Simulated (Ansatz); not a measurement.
TaAl:
```xyz
2
Lattice="3.2079 0.0000 0.0000 0.0000 3.2079 0.0000 0.0000 0.0000 3.2079" Properties=species:S:1:pos:R:3 pbc="T T T"
Ta     0.0000     0.0000     0.0000
Al     1.6039     1.6039     1.6039
```

Relaxed with r²SCAN. Special points in fractions of this cell's reciprocal vectors: Γ (0.000, 0.000, 0.000); X (0.000, 0.500, 0.000); M (0.500, 0.500, 0.000); R (0.500, 0.500, 0.500).

**Question.** List the band energies nearest the Fermi level at these points for plane-wave PAW r²SCAN with spin–orbit coupling (Ansatz code).

**Answer.** In eV from the Fermi level; about four levels below and three above (degenerate sets whole), none deeper than 8.9 eV; points with the same levels are listed once.

```json
[
 {"k": "Γ", "below": "-2.95 -2.95 -2.95 -2.95", "above": "2.58 2.58 2.58 2.58"},
 {"k": "X", "below": "-0.51 -0.51 -0.30 -0.30", "above": "3.23 3.23 4.77 4.77"},
 {"k": "M", "below": "-2.76 -2.76 -2.13 -2.13", "above": "0.42 0.42 0.64 0.64"},
 {"k": "R", "below": "-4.64 -4.64 -4.64 -4.64 -4.52 -4.52", "above": "0.24 0.24 2.03 2.03"}
]
```

Space group Pm-3m (CsCl type). The start of the workflow was typed in or built on a structure type; neither database checked (COD, Materials Project) lists it. Whether it is the stable phase at ambient conditions was not checked. The cell was relaxed with r²SCAN under the symmetry of its start. At this level the phase is mechanically unstable. No spin polarisation was allowed.

Potentials: the later of the program's two PAW sets.
